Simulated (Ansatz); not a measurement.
# Ti2Co (Fd-3m), zone-centre modes

All numbers below come from Ansatz 0.2.0, DFT PBEsol, scalar-relativistic, plane waves, PAW. Cutoff 420 eV, Γ-centred 12×12×12 k-points, Gaussian smearing of 0.15 eV. Collinear spins, started from moments 0.0, 0.0, 0.0, 0.0, 1.1, 1.1 μB in atom order; the magnetic state may not be the lowest.

The starting cell (relaxed at this level; it needn't be the usual structure):

```
CELL_PARAMETERS angstrom
0.00000 3.48951 3.48951
3.48951 0.00000 3.48951
3.48951 3.48951 0.00000
ATOMIC_POSITIONS crystal
Ti 0.12500 0.12500 0.12500
Ti 0.62500 0.12500 0.12500
Ti 0.12500 0.12500 0.62500
Ti 0.12500 0.62500 0.12500
Co 0.50000 0.50000 0.50000
Co 0.75000 0.75000 0.75000
```

Harmonic modes by finite displacements of 0.02 Å, without the LO–TO term.

(1) At this geometry, is the structure stable against these modes?

(2) List the wavenumbers in cm⁻¹.

## Answers

(1) No: 5 modes are unstable, the strongest at 142i cm⁻¹.

(2) 142i, 142i, 142i, 109i, 109i, 0, 0, 0, 119, 119, 119, 139, 139, 139, 265, 265, 265, 447.

Cost: 1 run of about 9.1 core-minutes, on Intel Xeon 6975P-C (Granite Rapids) (shared hosts).